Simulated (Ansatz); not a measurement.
Sn (beta-Sn type, space group I4_1/amd)

```yaml
crystal:
  lattice:
    - [-2.94311, 2.94311, 1.59186]
    - [2.94311, -2.94311, 1.59186]
    - [2.94311, 2.94311, -1.59186]
  atoms:
    - { symbol: Sn, position: [0.75000, 0.25000, 0.50000] }
    - { symbol: Sn, position: [0.00000, 0.00000, 0.00000] }
```

Equation-of-state scan: isotropic scaling of the cell above, V₀ being its volume. Symmetry pins the atoms to their sites.

Method: r2SCAN (plane waves to 500 eV, PAW, scalar-relativistic; Ansatz, a first-principles code). k mesh 17×17×17 (Γ-centred), Fermi-Dirac smearing 0.05 eV. The energy includes the smearing's −TS. Stress and pressure are positive under compression. With the shape held, the modulus is that of even scaling; a crystal free to change shape is softer. Sn was relaxed with its symmetry unable to fall. The zero of ΔE is the relaxed starting cell. The last digit holds for this mesh only.

```json
[
 {"V (Å³/atom)": "23.165", "ΔE (meV/atom)": "166.6"},
 {"V (Å³/atom)": "24.268", "ΔE (meV/atom)": "85.3"},
 {"V (Å³/atom)": "25.371", "ΔE (meV/atom)": "withheld"},
 {"V (Å³/atom)": "26.474", "ΔE (meV/atom)": "7.9"},
 {"V (Å³/atom)": "27.577", "ΔE (meV/atom)": "0.0"},
 {"V (Å³/atom)": "28.680", "ΔE (meV/atom)": "7.0"},
 {"V (Å³/atom)": "29.783", "ΔE (meV/atom)": "25.8"},
 {"V (Å³/atom)": "30.886", "ΔE (meV/atom)": "54.0"},
 {"V (Å³/atom)": "31.990", "ΔE (meV/atom)": "89.6"}
]
```

Task: Fit a third-order Birch-Murnaghan form (E₀, V₀, B₀, B₀′ free) to the given rows and predict ΔE at V = 25.371.

Result: Least squares on the 8 given rows: ΔE = E₀ + (9V₀B₀/16)·y²·[2 + (B₀′ − 4)y], y = (V₀/V)^(2/3) − 1, with V₀ = 27.565 Å³/atom, B₀ = 54.08 GPa (160.2 GPa = 1 eV/Å³; the term in eV is multiplied by 1000), B₀′ = 4.87, E₀ = -0.04 meV/atom; root-mean-square residual 0.04 meV/atom. At 25.371 the fit gives 34.6 meV/atom; the calculation gives 34.6 meV/atom, the same to the digits shown. For the pressure the fit gives 5.5 GPa against the computed 5.5 GPa.

(A scan under strain: stresses follow from slopes of the energy per volume, elastic moduli from its curvatures.)
